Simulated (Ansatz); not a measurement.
Property card for Li

Li:
```
CELL_PARAMETERS angstrom
      0.00000     2.94104     2.94104
      2.94104     0.00000     2.94104
      2.94104     2.94104     0.00000
ATOMIC_POSITIONS crystal
  Li 0.00000 0.00000 0.00000
  Li 0.25000 0.25000 0.25000
```

Space group Fd-3m (No. 227), diamond; conventional cell a = 5.8821 Å, b = 5.8821 Å, c = 5.8821 Å, α = 90.00°, β = 90.00°, γ = 90.00°.

Method: DFT-PBEsol in the program Ansatz with PAW potentials. Geometry: relaxed at this level of theory. Other levels are named where they apply.

Cell and energy:

- Volume per atom = 25.44 Å³
- Density = 0.45 g/cm³

Electronic structure:

- Electronic character = metallic (no gap)
- Density of states at the Fermi level = 0.43 states/eV per atom (mean over ±0.08 eV)

Mechanics:

Bulk modulus (Birch–Murnaghan fit): 5.5 GPa
Pressure derivative B′: 2.7
Elastic constants (relaxed ions, GPa): C11 = -7.4, C12 = 12.0, C44 = -41.0
Mechanical stability: unstable (C has a negative eigenvalue)

Phonons:

- Highest zone-centre frequency: 302 cm⁻¹
- Zone-centre stability: no imaginary mode at Γ

The start of the workflow was typed in or built on a structure type; neither database checked (COD, Materials Project) lists it. It is not the phase usual at ambient conditions (space group No. 229). Symmetry was held in the PBEsol relaxation. The volume moved by -25 % from the start of the relaxation. As this level gives no gap, shear constants depend on the k-mesh and smearing (Fermi–Dirac, 0.1 eV here). As this level gives no gap, phonon frequencies hold no LO–TO term and depend on the k-mesh and smearing (Fermi–Dirac, 0.1 eV here).

Potentials: the later of the program's two PAW sets.
